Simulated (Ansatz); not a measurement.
Relaxed-ion elastic tensor of Nb₂AlC in space group P6_3/mmc (No. 194; Al on 2d, Nb on 4f, C on 2a) in GPa (Voigt order), plane-wave PAW PBEsol (Ansatz code); density 6.52 g/cm³, 14.31 Å³ per atom.

```
332  100  124  0.0  0.0  0.0
100  332  124  0.0  0.0  0.0
124  124  308  0.0  0.0  0.0
0.0  0.0  0.0  148  0.0  0.0
0.0  0.0  0.0  0.0  148  0.0
0.0  0.0  0.0  0.0  0.0  116
```

### Question
Is the crystal mechanically stable?

### Answer
Yes: the smallest eigenvalue of C is 116 GPa.

### Question
Work out the Voigt, Reuss and Hill averages.

### Answer
K_V = 185, K_R = 185, K_H = 185; G_V = 124, G_R = 120, G_H = 122 GPa.

### Question
Give Young's modulus, Poisson's ratio, Pugh's ratio and the universal anisotropy index.

### Answer
E = 9KG/(3K + G) = 300 GPa; ν = 0.23; K/G = 1.52 (brittle by the Pugh limit of 1.75); A_U = 5G_V/G_R + K_V/K_R − 6 = 0.16.

### Question
Estimate the sound speeds and the Debye temperature.

### Answer
v_l = √((K + 4G/3)/ρ) = 7300 m/s, v_t = √(G/ρ) = 4320 m/s, mean 4790 m/s; Θ = (h/k)(3n/4πV)^(1/3) v_m = 587 K.

### Question
How much does each axis shrink under pressure?

### Answer
Linear compressibilities β_i = Σ_j S_ij (j = 1 to 3): x 1.8, y 1.8, z 1.8 per TPa.

The first step of the workflow began from a Materials Project structure, measured or hypothetical; the Crystallography Open Database copy checked does not list it. Its standing as an ambient phase is unchecked. The PBEsol relaxation kept the symmetry of its start; of distortions, only those at the zone centre were tested. No spin polarisation was allowed. As this level gives no gap, shear constants depend on the k-mesh and smearing (Fermi–Dirac, 0.1 eV here). On the denser mesh and wider smearing of the elastic run this cell carries a stress of 0.3 GPa.

Potentials: the later of the program's two PAW sets.
